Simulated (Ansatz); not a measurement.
Li:
```xyz
2
Lattice="0.0000 2.9643 2.9643 2.9643 0.0000 2.9643 2.9643 2.9643 0.0000" Properties=species:S:1:pos:R:3 pbc="T T T"
Li     1.4821     1.4821     1.4821
Li     0.0000     0.0000     0.0000
```

Relaxed with r²SCAN. Special points in fractions of this cell's reciprocal vectors: Γ (0.000, 0.000, 0.000); X (0.500, 0.000, 0.500); U (0.625, 0.250, 0.625); K (0.375, 0.375, 0.750); L (0.500, 0.500, 0.500); W (0.500, 0.250, 0.750).

**Question.** List the band energies nearest the Fermi level at these points for DFT-r²SCAN in the program Ansatz with PAW potentials.

**Answer.** In eV from the Fermi level; about four levels below and three above (degenerate sets whole), none deeper than 8.9 eV; … stands for higher levels left out; points with the same levels are listed once.

| k | below | above |
|---|---|---|
| Γ | -3.72 | 6.18 6.18 6.18 |
| X | – | 0.07 0.07 2.50 2.50 |
| U | – | 0.08 0.52 0.90 |
| L | -1.37 -0.38 | 4.71 4.71 … |
| W | – | 0.62 0.62 1.26 1.26 |

Space group Fd-3m (diamond). A made-up cell: these elements were put on the sites of a structure type; neither database checked (COD, Materials Project) lists it. It is not the phase usual at ambient conditions (space group No. 229). The cell was relaxed with r²SCAN under the symmetry of its start. At this level the phase is dynamically unstable (imaginary phonons).

Potentials: the later of the program's two PAW sets.
